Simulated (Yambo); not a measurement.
G0W0@PBEsol for a free-standing Bi2TeSe2 monolayer (symmetry P-3m1, slab cell 23.6 Å high) in Yambo. Reference settings: 6×6×1 Γ-centred k mesh, bands 11 to 157 and a 5 Ry block in the screening, 157 bands in G with the Bruneval-Gonze terminator, plasmon pole fitted at 27.2 eV, slab-truncated Coulomb interaction, stochastic integration of W near q = 0. The PBEsol gap (0, 0.167) → Γ on this mesh is 1.12 eV; G0W0 gaps are taken between the same points.

With and without the terminator, as bands are cut:

```json
[
 {"bands in G (in W)": "74 (157)", "gap, terminator (eV)": "1.825", "gap, none (eV)": "1.831", "valence shift, terminator (eV)": "-0.513", "valence shift, none (eV)": "-0.089"},
 {"bands in G (in W)": "108 (157)", "gap, terminator (eV)": "1.804", "gap, none (eV)": "1.796", "valence shift, terminator (eV)": "-0.597", "valence shift, none (eV)": "-0.317"},
 {"bands in G (in W)": "157 (157)", "gap, terminator (eV)": "1.801", "gap, none (eV)": "1.796", "valence shift, terminator (eV)": "-0.642", "valence shift, none (eV)": "-0.467"}
]
```

Over this range the gap spans 0.024 eV with the terminator and 0.035 eV without, the valence shift 0.129 eV and 0.378 eV. Neither column has reached its limit for certain.

The standard potentials for Bi, Se, Te keep a d shell in the valence without the s and p states of that shell. In tests on such compounds this moved G0W0 gaps by up to about 0.9 eV, so absolute quasiparticle energies here are unreliable; differences between settings are what counts.

Spin-orbit coupling is not included.

Geometry relaxed with PBEsol; primitive cell a = b = 4.1968 Å, c = 23.6000 Å, α = β = 90.00°, γ = 120.00°.

This is a model layer cut from the bulk structure; whether it is stable on its own was not checked.

A shift is the quasiparticle energy of the state minus its PBEsol energy.
